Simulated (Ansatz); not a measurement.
A geometry of Ti away from equilibrium: step 2 of the relaxation of a relaxed Ti cell, doubled along one cell vector, shaken by Gaussian noise of σ = 0.08 Å a coordinate. These are r2SCAN (plane waves to 500 eV, PAW, scalar-relativistic; Ansatz, a program for electronic structure) values and carry that method's errors. Γ-centred k-mesh 12×12×6 on the run's cell (coarser than for final values), Fermi–Dirac smearing 0.05 eV.

```yaml
crystal:
  lattice:
    - [2.62512, 0.00062, 0.00016]
    - [0.00062, 2.62405, 0.00114]
    - [0.00032, 0.00228, 5.18560]
  atoms:
    - { symbol: Ti, position: [0.96421, 0.87213, 0.00511] }
    - { symbol: Ti, position: [0.98957, 0.13721, 0.50569] }
```

**Question.** Predict the force on each atom, in eV/Å.

**Answer.** 
| atom | Fx | Fy | Fz |
|---|---|---|---|
| Ti1 | -0.11 | -0.96 | 0.02 |
| Ti2 | 0.11 | 0.96 | -0.02 |

**Question.** What is the pressure?

**Answer.** -0.7 GPa, compression positive.

**Question.** How much energy per atom can still be gained by relaxing?

**Answer.** 0.64 eV/atom; the path ends in Fm-3m (No. 225) (fcc (Cu type)).

No spin polarisation in the result.

The run could not lose the symmetry of its start, so the end can be a saddle point.

The end of the path is a generated cell of Ti: the first start was made by placing the elements on the sites of a structure type, and the end was not matched to a known phase here, so it may be hypothetical. Known forms of Ti include space group No. 194.
